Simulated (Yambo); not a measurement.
A G0W0@LDA run in Yambo for Li₄MgN₃H₃ (space group Imm2, No. 44) (4×4×4 Γ-centred k mesh, bands 9 to 105 and a 6 Ry block in the screening, 105 bands in G with the Bruneval-Gonze terminator, plasmon pole fitted at 27.2 eV) gives these matrix elements, in eV, at the band edges (Γ → Γ):

```csv
state,E0,<Vxc>,<Σx>,<Σc(E0)>,Z
valence edge,0.000,-16.086,-19.993,2.958,0.781
conduction edge,2.497,-10.852,-6.471,-3.238,0.824
```

Task: Solve the linearised quasiparticle equation for both states, give the gap, and say how exchange and correlation each act on it.

Result: E = E0 + Z(Σx + Σc − Vxc). Valence: 0.000 + 0.781 × (-19.993 + (2.958) − (-16.086)) = -0.74 eV. Conduction: 2.497 + 0.824 × (-6.471 + (-3.238) − (-10.852)) = 3.44 eV. The gap is 4.18 eV, against 2.50 eV in LDA. Replacing Vxc by bare exchange alone would open it by 8.29 eV; correlation takes back 6.20 eV of that, and Z scales what is left. Convergence of the G0W0 settings was not tested. 

Geometry of the Materials Project entry, not relaxed at this level; primitive cell a = b = c = 6.150 Å, α = 145.09°, β = 59.01°, γ = 134.02°.

The structure is a Materials Project entry; no match was found in the copy of COD used, and its stability was not checked.
